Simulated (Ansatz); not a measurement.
**Al₂Au, a database entry at a rescaled volume**

```
CELL_PARAMETERS angstrom
0.00000 3.00096 3.00096
3.00096 0.00000 3.00096
3.00096 3.00096 0.00000
ATOMIC_POSITIONS crystal
Au 0.00000 0.00000 0.00000
Al 0.25000 0.25000 0.25000
Al 0.75000 0.75000 0.75000
```

Method: PBE, no spin polarisation; PAW, plane waves to 420 eV, 7×7×7 Γ-centred mesh, cold occupations (width 0.0279 eV) (Ansatz 0.2.0), atoms fixed.

Task: What happens at the Fermi level?

Result: It is a metal, with about 1 states/eV a cell as the mean within 0.25 eV of the Fermi level, mostly Al p (74 %).

Task: Is it stable against the elements?

Result: -0.43 eV an atom against the elements' usual phases (free molecules for gases, crystals otherwise, with no correction for O₂ or N₂), so it is bound against them; other compounds may still compete. Relaxing would lower it.

Task: What does the stress say?

Result: The pressure is 3.3 GPa (compression positive), so with the atoms held at these fractions the cell would first expand.

Task: How is the charge shared?

Result: Bader charges in e: Al +1.75, Au -3.49. In the mean Al gives up most and Au takes most.

Task: Are the atoms at rest?

Result: The forces vanish by the symmetry of the sites.

Origin: a database entry at a rescaled volume.
